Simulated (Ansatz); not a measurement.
**SrCd: zone-centre modes under pressure**

SrCd, Pm-3m, a = 3.908 Å. The structure is a COD entry; whether it is the stable form wasn't checked. Ansatz: LDA, PAW, 420 eV, Γ-centred 10×10×10 mesh on 2 atoms, Fermi-Dirac smearing 0.15 eV; no spin polarisation. Cell and atoms are relaxed at each pressure with the symmetry kept; optical modes at Γ by linear response, in cm⁻¹, the highest.

| P (GPa) | V (Å³/atom) | ω1 |
| --- | --- | --- |
| 0 | 29.834 | 110.7 |
| 8 | 25.127 | 147.1 |
| 25 | 20.900 | ? |

**Question.** Get the mode's Grüneisen parameter γ = −d ln ω/d ln V from the other rows and predict the missing frequency.

**Answer.** ln(V/V0) = 0.0000, -0.1717, -0.3559; a line through ln(ω/ω0) of the 2 known rows gives ω1: γ = 1.656, predicted 199.6, computed 191.6. The miss is 4.2 %: γ isn't constant over this range. In a metal these frequencies hang on the mesh and smearing.

The mesh isn't the same in all rows (10×10×10, 12×12×12).

Cost: 3 runs of about 2.2 core-minutes in all, on Arm Neoverse V1 (shared hosts).